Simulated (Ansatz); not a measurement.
ScSi in space group Cmcm (No. 63; Sc on 4c, Si on 4c) at seven volumes, LDA in the plane-wave PAW code Ansatz, shape and atoms relaxed at each. One row is withheld.

```json
[
 {"V (Å³/atom)": "15.622", "P (GPa)": "13.04"},
 {"V (Å³/atom)": "16.137", "P (GPa)": "8.02"},
 {"V (Å³/atom)": "16.652", "P (GPa)": "?"},
 {"V (Å³/atom)": "17.167", "P (GPa)": "0.00"},
 {"V (Å³/atom)": "17.682", "P (GPa)": "-3.18"},
 {"V (Å³/atom)": "18.197", "P (GPa)": "-5.91"},
 {"V (Å³/atom)": "18.712", "P (GPa)": "-8.26"}
]
```

Question: Fit the shown pressures and predict the withheld one.

Answer: Third-order Birch–Murnaghan: P = (3/2)B₀(x^(7/2) − x^(5/2))[1 + (3/4)(B′ − 4)(x − 1)] with x = (V₀/V)^(2/3). Least squares on the six rows gives V₀ = 17.167 Å³/atom, B₀ = 114.2 GPa, B′ = 4.06. At V = 16.652, x = 1.0205 and P = 3.70 GPa. The run itself gave 3.70 GPa.

The first step of the workflow began from a Materials Project structure, measured or hypothetical; the Crystallography Open Database copy checked does not list it. Whether it is the stable phase at ambient conditions was not checked. The LDA relaxation kept the symmetry of its start; its stability against distortions is not shown here. The run is not spin-polarised.

Potentials: the earlier of the program's two PAW sets. The files were generated under PBE; for other functionals the program regenerates the frozen cores, and for LDA and PBEsol the local potential too.
